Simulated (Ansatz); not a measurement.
TiPd (CsCl type)

```
TiPd
1.0
    6.20354     0.00000     0.00000
    0.00000     3.10177     0.00000
    0.00000     0.00000     3.10177
Ti Pd
2 2
Direct
  0.25000   0.50000   0.50000
  0.75000   0.50000   0.50000
  0.00000   0.00000   0.00000
  0.50000   0.00000   0.00000
```

A phonon eigenvector at X = (0.5, 0.0, 0.0) is frozen into this cell: atom i moves by Q times the vector below, so Q is the largest atomic displacement, in Å. The cell is held. (q is in reciprocal vectors of the primitive cell; the cell shown is doubled to hold the pattern.)

```json
[
 {"atom": "Ti1", "x": "1.000", "y": "0.000", "z": "0.000"},
 {"atom": "Ti2", "x": "-1.000", "y": "0.000", "z": "0.000"}
]
```

Atoms not listed stay in place.

Method: LDA (plane waves to 420 eV, PAW, scalar-relativistic; Ansatz, a quantum-chemistry and plane-wave program). k mesh 8×15×15 (Γ-centred), Fermi-Dirac smearing 0.05 eV. With partly filled bands, energies and forces of such displacements shift with the k mesh and the smearing. TiPd is run without spin polarisation. TiPd was relaxed with its symmetry unable to fall. 

| Q (Å) | −dE/dQ from forces (eV/Å) |
|---|---|
| -0.100 | 2.219 |
| -0.083 | 1.859 |
| -0.067 | 1.494 |
| -0.050 | 1.126 |
| -0.033 | 0.754 |
| -0.017 | 0.378 |
| 0.000 | 0.000 |
| 0.017 | -0.378 |
| 0.033 | -0.754 |
| 0.050 | -1.126 |
| 0.067 | -1.494 |
| 0.083 | -1.859 |
| 0.100 | -2.219 |

**Question.** What harmonic wavenumber does the curvature at Q = 0 give?

**Answer.** 254 cm⁻¹. E″ = 22.73 eV/Å², M = Σ mᵢ|uᵢ|² = 95.7 u, ν̃ = 521.5·√(|E″|/M).

(A displaced cell: forces are minus the slopes of the energy, force constants its curvatures, and phonons follow from these.)
